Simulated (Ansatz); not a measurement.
The relaxed structure here is a generated cell of Mo2C: the first start was made by placing the elements on the sites of a structure type, and the end was not matched to a known phase here, so it may be hypothetical.

A relaxed structure of Mo2C. These are PBE (plane waves to 420 eV, PAW, scalar-relativistic; Ansatz, a first-principles code) values and carry that method's errors.

```cif
data_C3Mo6
_chemical_formula_sum 'C3 Mo6'
_space_group_name_H-M_alt 'P 1'
_space_group_IT_number 1
_cell_length_a 4.85461
_cell_length_b 4.85461
_cell_length_c 5.59945
_cell_angle_alpha 90.000
_cell_angle_beta 90.000
_cell_angle_gamma 120.000
loop_
_space_group_symop_operation_xyz
  'x, y, z'
loop_
_atom_site_label
_atom_site_type_symbol
_atom_site_fract_x
_atom_site_fract_y
_atom_site_fract_z
_atom_site_occupancy
C1 C 0.63768 0.00000 0.66667 1
C2 C 0.36232 0.36232 0.00000 1
C3 C 0.00000 0.63768 0.33333 1
Mo1 Mo 0.08698 0.37509 0.58785 1
Mo2 Mo 0.91302 0.28810 0.07882 1
Mo3 Mo 0.62491 0.71190 0.25452 1
Mo4 Mo 0.71190 0.62491 0.74548 1
Mo5 Mo 0.28810 0.91302 0.92118 1
Mo6 Mo 0.37509 0.08698 0.41215 1
```

Problem. Determine the symmetry and give the standard cell with its independent sites.

Solution. Space group P3₂21 (No. 154); a = b = 4.855 Å, c = 5.599 Å, α = β = 90.00°, γ = 120.00°

```
atom  site  symmetry       x       y       z
----  ----  --------  ------  ------  ------
C       3a       .2.  0.3623  0.3623  0.0000
Mo      6c         1  0.3751  0.0870  0.4122
```

Problem. Give the shortest distances between elements (the closest pairs, up to four, under 3.6 Å).

Solution. C–Mo 2.07 Å; Mo–Mo 2.61 Å; C–C 3.27 Å.

The volume per atom is 12.70 Å³. The band gap is no gap (metallic).

No spin polarisation in the result.

The run could not lose the symmetry of its start: the end is stationary, and may be a saddle point rather than a minimum.

It was reached from a disturbed copy of a P6₂22 (No. 180) cell (AFLOW prototype AB2_hP9_180_d_j (C40, as in CrSi2)), against which it lies -0.63 eV/atom.
